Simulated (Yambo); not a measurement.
```
RbBr
1.0
    0.00000     3.49004     3.49004
    3.49004     0.00000     3.49004
    3.49004     3.49004     0.00000
Br Rb
1 1
Cartesian
  3.49004   3.49004   3.49004
  6.98008   6.98008   6.98008
```

Response from Yambo on norm-conserving PBEsol (Quantum ESPRESSO, 46 Ry, no spin-orbit coupling) bands: 8×8×8 mesh, 53 bands, 4 Ry local-field block, 0.2 eV broadening.

Task: Give the static electronic dielectric constant without and with local fields.

Result: 
| field along | ε(0), independent particles | ε(0), RPA with local fields | refractive index √ε |
|---|---|---|---|
| x | 2.79 | 2.33 | 1.53 |
Electronic (clamped-ion) response only. PBEsol gaps are usually too small, which raises these values. Convergence of the RPA response with its 8×8×8 mesh was not tested.

Geometry strained from the cell relaxed with PBEsol, atoms relaxed again.
